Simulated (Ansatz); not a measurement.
Sn (β-Sn type), relaxed with PBE+D3(BJ) (Ansatz, an electronic-structure program, plane waves, PAW): a = b = 5.8785 Å, c = 3.1492 Å, α = β = γ = 90.00°.

Q: The same phase is relaxed and computed with PBEsol in the same code. What is the cell now?

A: a = 5.856 Å, b = 5.856 Å, c = 3.135 Å, α = 90.00°, β = 90.00°, γ = 90.00°.

All cells were relaxed under the symmetry of their starts (and spin orders); stability against distortions was not tested throughout. Spin–orbit coupling is left out wherever it is not named.

Potentials: the later of the program's two PAW sets.

Ansatz is a plane-wave DFT program.
